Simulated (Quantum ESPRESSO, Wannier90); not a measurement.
## Wannierisation of Ir (fcc (Cu type))

```
begin unit_cell_cart
ang
    0.0000000000    1.9269650000    1.9269650000
    1.9269650000    0.0000000000    1.9269650000
    1.9269650000    1.9269650000    0.0000000000
end unit_cell_cart
begin atoms_frac
Ir   0.0000000000  0.0000000000  0.0000000000
end atoms_frac
```

Materials Project entry mp-101; symmetrised, unrelaxed at this level. This is the element's usual structure. Method: PBEsol plane waves in Quantum ESPRESSO 7.5 (PseudoDojo norm-conserving files, 55 Ry, spinors with spin-orbit coupling), Bloch states on a 10×10×10 mesh through Γ, Wannier90 4.0.1. Density: 18×18×18 mesh, cold smearing 0.01 Ry.

A tight-binding model is made by disentanglement and projection with no localisation steps (num_iter = 0), so the 18 orbitals stay atom-like: hydrogen-like Ir: s;p;d, axes along x, y, z; frozen window up to 1.50 eV relative to the Fermi level. It follows pw.x to 3.0 meV rms for states up to 1.0 eV relative to the Fermi level. Matrix elements depend on this choice of orbitals and windows.

The 20 largest hoppings ⟨m,0|H|n,R⟩ between different sites (one of each Hermitian pair; signs follow the real orbitals' lobes; the list may end inside a set of equal values):

| m | n | R | distance of the centres (Å) | t (eV) | Im t (eV) |
|---|---|---|---|---|---|
| Ir1 py↑ | Ir1 px↑ | 1 -1 0 | 2.73 | -2.101 | -0.070 |
| Ir1 px↑ | Ir1 py↑ | 0 0 1 | 2.73 | 2.101 | 0.070 |
| Ir1 px↓ | Ir1 py↓ | 1 -1 0 | 2.73 | -2.101 | -0.070 |
| Ir1 px↑ | Ir1 py↑ | 1 -1 0 | 2.73 | -2.101 | 0.070 |
| Ir1 py↑ | Ir1 px↑ | 0 0 1 | 2.72 | 2.101 | -0.070 |
| Ir1 py↓ | Ir1 px↓ | 1 -1 0 | 2.73 | -2.101 | 0.070 |
| Ir1 py↓ | Ir1 px↓ | 0 0 1 | 2.73 | 2.101 | 0.070 |
| Ir1 px↓ | Ir1 py↓ | 0 0 1 | 2.73 | 2.101 | -0.070 |
| Ir1 py↑ | Ir1 pz↑ | 0 1 -1 | 2.73 | -2.101 | 0.000 |
| Ir1 pz↑ | Ir1 py↑ | 0 1 -1 | 2.73 | -2.101 | 0.000 |
| Ir1 py↓ | Ir1 pz↓ | 1 0 0 | 2.73 | 2.101 | 0.000 |
| Ir1 px↑ | Ir1 pz↑ | 0 1 0 | 2.72 | 2.101 | 0.000 |
| Ir1 pz↓ | Ir1 py↓ | 1 0 0 | 2.73 | 2.101 | 0.000 |
| Ir1 pz↑ | Ir1 px↑ | 0 1 0 | 2.73 | 2.101 | 0.000 |
| Ir1 px↑ | Ir1 pz↑ | 1 0 -1 | 2.72 | -2.101 | 0.000 |
| Ir1 pz↑ | Ir1 px↑ | 1 0 -1 | 2.73 | -2.101 | 0.000 |
| Ir1 pz↑ | Ir1 py↑ | 1 0 0 | 2.72 | 2.101 | 0.000 |
| Ir1 pz↓ | Ir1 py↓ | 0 1 -1 | 2.73 | -2.101 | 0.000 |
| Ir1 pz↓ | Ir1 px↓ | 0 1 0 | 2.73 | 2.101 | 0.000 |
| Ir1 px↓ | Ir1 pz↓ | 1 0 -1 | 2.73 | -2.101 | 0.000 |
